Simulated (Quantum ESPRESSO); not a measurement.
Simulation results for Hf2TaO5F3 (made-up cell, one site empty), HfIn3NO5 (made-up cell)

Computed with Quantum ESPRESSO 7.5. Calculation on a made-up crystal cell, not a measurement, rerun at a higher cutoff and a denser mesh: periodic Kohn-Sham density functional theory in plane waves with PseudoDojo standard norm-conserving scalar-relativistic pseudopotentials, each functional with its own files (v0.5 for PBE, v0.4.1 for LDA and PBEsol), no spin polarisation, no spin-orbit coupling, atoms not relaxed, stress positive in tension, energies less a fixed whole-eV offset for each atom's element; levels are Kohn-Sham levels at fractions of this cell's reciprocal vectors, counted from the reference band (half the neutral cell's valence electrons, rounded up) at Gamma; error bars give the change to or from the runs named with them, not the error of the files; each bar is the largest change over components, and at least 0.002 eV, 0.002 eV per angstrom or 0.02 GPa; no dispersion term; energies are for the whole cell, and the offsets were chosen from early runs and are not element reference energies; machines and their load varied, so run times do not measure scaling.

Common to all runs: functional pbe; cutoff 1437 eV; fermi dirac smearing 0.025 eV; scf tolerance 1e-07 eV; electrons removed 0; run command mpirun -np 4 pw.x -nk 4 -in in; run processor AMD EPYC, Zen 5 class, virtual cores; k mesh 7 x 7 x 7, shifted by half a step.

Notes on all entries: the hafnium pseudopotential is less sure than the others, with forces about 3 percent (worst 6) and pressure in oxides about 1.5 GPa (worst 2.7) from a second method in checks, which the error bars do not cover.

(1) 
```cif
# cell vector a (Å): 4.9705 0.0000 0.0000
# cell vector b (Å): 0.0000 4.9705 0.0000
# cell vector c (Å): 0.0000 0.0000 4.9705
data_Hf2TaO5F3
_symmetry_space_group_name_H-M 'P 1'
_symmetry_Int_Tables_number 1
_cell_length_a 4.9705
_cell_length_b 4.9705
_cell_length_c 4.9705
_cell_angle_alpha 90.000
_cell_angle_beta 90.000
_cell_angle_gamma 90.000
_cell_volume 122.80
loop_
_atom_site_label
_atom_site_type_symbol
_atom_site_fract_x
_atom_site_fract_y
_atom_site_fract_z
_atom_site_occupancy
Hf1 Hf 0.98662 0.00221 0.00320 1
Hf2 Hf 0.98457 0.51796 0.50363 1
Ta1 Ta 0.48822 0.98413 0.49462 1
O1 O 0.26180 0.23563 0.27341 1
F1 F 0.24036 0.24279 0.76771 1
F2 F 0.24171 0.74650 0.23955 1
O2 O 0.24354 0.75041 0.77801 1
F3 F 0.75785 0.26090 0.25046 1
O3 O 0.76073 0.24418 0.75711 1
O4 O 0.74113 0.76546 0.23750 1
O5 O 0.76196 0.75512 0.75689 1
_calc_lattice_type 'fluorite'
_calc_empty_site 4
_calc_free_energy_less_offsets 12.21  # eV
_calc_scf_iterations 15
_calc_smearing_term_minus_ts 0  # eV
_calc_pressure 3.779  # GPa
_calc_stress_xx -3.94  # GPa
_calc_stress_yy -6.79  # GPa
_calc_stress_zz -0.6068  # GPa
_calc_stress_yz 0.4866  # GPa
_calc_stress_xz 2.644  # GPa
_calc_stress_xy -2.91  # GPa
_calc_reference_band 44
_calc_error_bar_energy 0.003446  # eV
_calc_error_bar_stress 0.02844  # GPa
_calc_error_bar_force 0.002  # eV/angstrom
_calc_error_bar_next_band_up 0.002  # eV
_calc_error_bars_from 'change from the looser run of this cell'
_calc_wall_time_of_scf_and_band_steps_on_a_shared_machine 550.5  # s
```

Atoms:
| atoms element | atom site | atom energy offset (eV) |
| --- | --- | --- |
| Hf | 1 | -1535 |
| Hf | 2 | -1535 |
| Ta | 3 | -1770 |
| O | 5 | -452 |
| F | 6 | -677 |
| F | 7 | -677 |
| O | 8 | -452 |
| F | 9 | -677 |
| O | 10 | -452 |
| O | 11 | -452 |
| O | 12 | -452 |

Forces:
| site | x (eV/Å) | y (eV/Å) | z (eV/Å) |
| --- | --- | --- | --- |
| 1 | -0.7852 | -0.3756 | -2.478 |
| 2 | -1.136 | 0.2299 | 2.901 |
| 3 | 1.921 | -0.5324 | 2.903 |
| 5 | 0.148 | -1.424 | 1.715 |
| 6 | 1.117 | 0.5399 | -0.588 |
| 7 | 0.6167 | -0.7481 | 1.342 |
| 8 | 1.356 | 1.345 | -4.133 |
| 9 | -0.4526 | 0.2533 | 0.4789 |
| 10 | -0.9373 | -0.4772 | -2.716 |
| 11 | -0.847 | 0.9548 | 3.01 |
| 12 | -1.001 | 0.2345 | -2.434 |

Levels:
| level k point | next band up (eV) |
| --- | --- |
| Gamma | 1.32 |
| (1/2,1/2,1/2) | 1.514 |
| (0.15,0,0) | 1.413 |
| (0,0.15,0) | 1.359 |
| (0,0,0.15) | 1.403 |

(2) 
```cif
# cell vector a (Å): 2.7717 1.6362 5.0012
# cell vector b (Å): -2.7337 1.6948 4.9605
# cell vector c (Å): 0.0697 -3.2376 4.9502
data_HfIn3NO5
_symmetry_space_group_name_H-M 'P 1'
_symmetry_Int_Tables_number 1
_cell_length_a 5.9474
_cell_length_b 5.9120
_cell_length_c 5.9154
_cell_angle_alpha 57.330
_cell_angle_beta 56.040
_cell_angle_gamma 55.324
_cell_volume 134.15
loop_
_atom_site_label
_atom_site_type_symbol
_atom_site_fract_x
_atom_site_fract_y
_atom_site_fract_z
_atom_site_occupancy
In1 In 0.34236 0.32810 0.37887 1
In2 In 0.17724 0.17984 0.12611 1
In3 In 0.63688 0.65654 0.65489 1
Hf1 Hf 0.85394 0.86826 0.83471 1
O1 O 0.56256 0.97059 0.25207 1
O2 O 0.24220 0.54620 0.92605 1
O3 O 0.92230 0.23347 0.57949 1
O4 O 0.45191 0.01701 0.77392 1
O5 O 0.75876 0.43828 0.03672 1
N1 N 0.03971 0.78158 0.44416 1
_calc_lattice_type 'corundum'
_calc_free_energy_less_offsets 5.975  # eV
_calc_scf_iterations 14
_calc_smearing_term_minus_ts 0  # eV
_calc_pressure 3.151  # GPa
_calc_stress_xx -4.324  # GPa
_calc_stress_yy 0.908  # GPa
_calc_stress_zz -6.036  # GPa
_calc_stress_yz 0.9186  # GPa
_calc_stress_xz 3.094  # GPa
_calc_stress_xy 0.6694  # GPa
_calc_error_bar_energy 0.002891  # eV
_calc_error_bar_stress 0.02692  # GPa
_calc_error_bar_force 0.002  # eV/angstrom
_calc_error_bars_from 'change from the looser run of this cell'
_calc_wall_time_of_scf_and_band_steps_on_a_shared_machine 537.8  # s
```

Atoms:
| atoms element | atom site | atom energy offset (eV) |
| --- | --- | --- |
| In | 1 | -1808 |
| In | 2 | -1808 |
| In | 3 | -1808 |
| Hf | 4 | -1535 |
| O | 5 | -452 |
| O | 6 | -452 |
| O | 7 | -452 |
| O | 8 | -452 |
| O | 9 | -452 |
| N | 10 | -283 |

Forces:
| site | x (eV/Å) | y (eV/Å) | z (eV/Å) |
| --- | --- | --- | --- |
| 1 | -2.082 | 1.145 | 3.907 |
| 2 | 0.2615 | -3.467 | -4.66 |
| 3 | 1.562 | 0.09992 | -0.4494 |
| 4 | 1.485 | 0.02383 | -1.38 |
| 5 | 0.9108 | 0.581 | -1.602 |
| 6 | -1.598 | 1.269 | 1.572 |
| 7 | -0.2844 | 0.51 | 0.5989 |
| 8 | -0.8213 | 0.4337 | 1.133 |
| 9 | -0.5647 | -0.0108 | 1.042 |
| 10 | 1.131 | -0.5841 | -0.1607 |
